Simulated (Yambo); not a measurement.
Yambo run on RbO (space group Immm, No. 71). The wavefunctions are norm-conserving LDA (Quantum ESPRESSO, 84 Ry, without SOC) ones on a 4×4×4 mesh (15 occupied bands); a = 4.9237 Å, b = 4.9237 Å, c = 4.9237 Å, α = 131.28°, β = 107.65°, γ = 92.12°.

Yambo input:

```
rim_cut
gw0
dyson
el_el_corr
HF_and_locXC
ppa
em1d
RandQpts= 1000000
RandGvec= 1 Ry
EXXRLvcs= 84 Ry
VXCRLvcs= 336 Ry
Chimod= "HARTREE"
% BndsRnXp
 1 | 126 |
%
NGsBlkXp= 6 Ry
% LongDrXp
 1.0 | 1.0 | 1.0 |
%
PPAPntXp= 27.2114 eV
% GbndRnge
 1 | 126 |
%
GTermKind= "BG"
DysSolver= "n"
ExtendOut
% QPkrange
 1 | 1 | 15 | 16 |
%
```

k points by index: 1 = Γ.

Table of the .qp output:

```
#    K-point    Band    Eo [eV]    E [eV]    E-Eo [eV]    Vxc [eV]    Vnlxc [eV]    Sc|Eo [eV]    Sc|E [eV]    dSc/dw|Eo [eV]    Re(Z)    Im(Z)
#
    1    15    0.000000    -1.171151    -1.171151    -19.58106    -25.35502    4.297437    4.602808    -7.094400    0.793199    -0.001287
    1    16    1.912362    2.855628    0.943266    -8.408830    -4.040249    -3.283356    -3.425316    -4.094899    0.869198    -0.841318E-3
```
(The two width columns are left out.) Convergence of these settings isn't established.

Geometry relaxed with LDA.
